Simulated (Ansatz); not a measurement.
Starting cell, BAs (zinc blende):

```yaml
crystal:
  lattice:
    - [0.00000, 2.40467, 2.40467]
    - [2.40467, 0.00000, 2.40467]
    - [2.40467, 2.40467, 0.00000]
  atoms:
    - { symbol: As, position: [0.75000, 0.75000, 0.75000] }
    - { symbol: B, position: [0.00000, 0.00000, 0.00000] }
```

Two-dimensional scan of atom 2 (B, nearest neighbour As at 2.083 Å; its periodic images, 3.4 Å or more away, move with it): u runs along (1.000, 0.000, 0.000), v along (0.000, 1.000, 0.000) (Cartesian). Cell and other atoms are fixed.

Calculation: PBE (plane waves to 420 eV, PAW, scalar-relativistic; Ansatz, a quantum-chemistry and plane-wave program). k mesh 10×10×10 (Γ-centred), Fermi-Dirac smearing 0.05 eV. The energy includes the smearing's −TS. As the smearing reaches across the gap at some points, energies and forces of such displacements shift with the k mesh and the smearing. BAs was relaxed with its symmetry unable to fall. The last digit holds for this mesh only.

Changes of ΔE (meV/cell) from the point u = 0.000 Å, v = 0.000 Å when one coordinate moves alone (two changes are said to add if the coupling is within 5 % of the smaller one, nearly so within 20 %):

| point | change |
|---|---|
| u = 0.000 Å, v = -0.520 Å | 1782.2 |
| u = 0.000 Å, v = -0.347 Å | 878.3 |
| u = 0.000 Å, v = -0.173 Å | 234.6 |
| u = -0.520 Å, v = 0.000 Å | 1782.2 |
| u = -0.347 Å, v = 0.000 Å | 878.3 |
| u = -0.173 Å, v = 0.000 Å | 234.6 |
| u = 0.173 Å, v = 0.000 Å | 234.6 |
| u = 0.347 Å, v = 0.000 Å | 878.3 |
| u = 0.520 Å, v = 0.000 Å | 1782.2 |
| u = 0.000 Å, v = 0.173 Å | 234.6 |
| u = 0.000 Å, v = 0.347 Å | 878.3 |
| u = 0.000 Å, v = 0.520 Å | 1782.2 |

Task: What is the change at u = -0.173 Å, v = -0.347 Å, where both move, and how far is it from the sum?

Result: The sum of the single changes is 234.6 + (878.3) = 1112.9; the calculation gives 1131.9, so the coupling contributes 19.0 (under 20 % of the smaller single change, nearly additive).

Task: Do the two effects add at u = 0.520 Å, v = 0.173 Å? Give the computed change.

Result: The sum of the single changes is 1782.2 + (234.6) = 2016.8; the calculation gives 2059.8, so the coupling contributes 43.0 (under 20 % of the smaller single change, nearly additive).

Task: Do the two effects add at u = 0.347 Å, v = -0.347 Å? Give the computed change.

Result: The sum of the single changes is 878.3 + (878.3) = 1756.6; the calculation gives 1843.4, so the coupling contributes 86.8 (under 20 % of the smaller single change, nearly additive).

(A displaced cell: forces are minus the slopes of the energy, force constants its curvatures, and phonons follow from these.)
